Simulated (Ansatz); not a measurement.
## Structure relaxation, Pb

The start is a relaxed Pb cell, doubled along one cell vector, shaken by Gaussian noise of σ = 0.08 Å a coordinate. The cell and all atomic positions are relaxed at zero pressure with r2SCAN (plane waves to 500 eV, PAW, scalar-relativistic; Ansatz, a first-principles code). First-step values are on the input's coarse k-mesh.

Ansatz input (later rounds restart from its end on a renewed k-mesh):
Ansatz 0.2 input:
```yaml
crystal:
  lattice:
    - [0, 6.9522162706, 6.9522162706]
    - [3.4761081353, 0, 3.4761081353]
    - [3.4761081353, 3.4761081353, 0]
  atoms:
    - { symbol: Pb, position: [0.1346906401, 0.2669119942, 0.253747036] }
    - { symbol: Pb, position: [0.6143095956, 0.2477243036, 0.2540675719] }
    - { symbol: Pb, position: [0.0097743582, 0.0015258851, 0.0042183662] }
    - { symbol: Pb, position: [0.508669135, -0.0227026742, 0.0088099514] }
basis: { ecutwfc: 500, ecutrho_ratio: 4, xc_grid: 4, fft_grid_basis: typed }
kpoints: { mp_grid: { grid: [4, 8, 8] } }
hamiltonian:
  xc: r2scan
  dispersion: none
  pseudopotentials: { azcp: { folder: ./paw }, kind: paw }
scf: { occupations: { method: fermi_dirac, width: 0.05 } }
relax: { f_tol: 0.01, max_steps: 100, cell: { stress_tol: 0.02 } }
output: { forces: true, stress: true }
```

Problem. Which atoms feel the largest initial force, and how large is it?

Solution. 0.86 eV/Å, on Pb2 (atoms numbered as listed).

Problem. How much energy is released per atom?

Solution. 0.02 eV/atom.

Problem. Does it find its way back to the structure it was made from?

Solution. The parent structure is recovered, Fd-3m (No. 227).

It ends as:

Space group Fd-3m, origin choice 1 (No. 227); a = 6.9526 Å, b = 6.9526 Å, c = 6.9526 Å, α = 90.00°, β = 90.00°, γ = 90.00°

```
atom  site  symmetry       x       y       z
----  ----  --------  ------  ------  ------
Pb      8a      -43m  0.0000  0.0000  0.0000
```
(The calculation used a cell of 2 atoms; values per cell refer to that cell.)

Final values are on a 12×12×12 k-mesh of the relaxed cell. No spin polarisation in the result.

The relaxed structure here is a generated cell of Pb: the first start was made by placing the elements on the sites of a structure type, and the end was not matched to a known phase here, so it may be hypothetical. Known forms of Pb include space group No. 225.
